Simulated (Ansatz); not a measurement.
A relaxed structure of InAs. Computed with PBEsol (plane waves to 420 eV, PAW, scalar-relativistic; Ansatz, a program for electronic structure).

```
CELL_PARAMETERS angstrom
      4.29938     0.00000     0.00000
     -2.14969     3.72337     0.00000
      0.00000     0.00000    14.08602
ATOMIC_POSITIONS crystal
  In 0.00000 0.00000 0.99998
  In 0.00000 0.00000 0.49998
  In 0.66667 0.33333 0.75018
  In 0.33333 0.66667 0.25018
  As 0.00000 0.00000 0.81304
  As 0.00000 0.00000 0.31304
  As 0.66667 0.33333 0.56243
  As 0.33333 0.66667 0.06243
```

**Question.** Determine the symmetry and give the standard cell with its independent sites.

**Answer.** Space group P6₃mc (No. 186); a = b = 4.299 Å, c = 14.086 Å, α = β = 90.00°, γ = 120.00°

```csv
atom,site,symmetry,x,y,z
In,2a,3m.,0.0000,0.0000,0.0000
In,2b,3m.,0.3333,0.6667,0.2502
As,2a,3m.,0.0000,0.0000,0.3130
As,2b,3m.,0.3333,0.6667,0.0624
```

This is the AFLOW prototype AB_hP8_186_ab_ab (B5, as in SiC).

**Question.** Give the shortest distances between elements (the closest pairs, up to four, under 3.6 Å).

**Answer.** As–In 2.63 Å.

* **Volume per atom**: 28.19 Å³
* **Band gap**: zero, with touching bands (no spin-orbit coupling)

No spin polarisation in the result.

The run could not lose the symmetry of its start.

The first start was generated by placing the elements on the sites of a structure type. Materials Project lists a structure of InAs in the same space group, P6₃mc (No. 186); the sites were not compared with it, nor with measured phases. Known forms of InAs include space group No. 216.
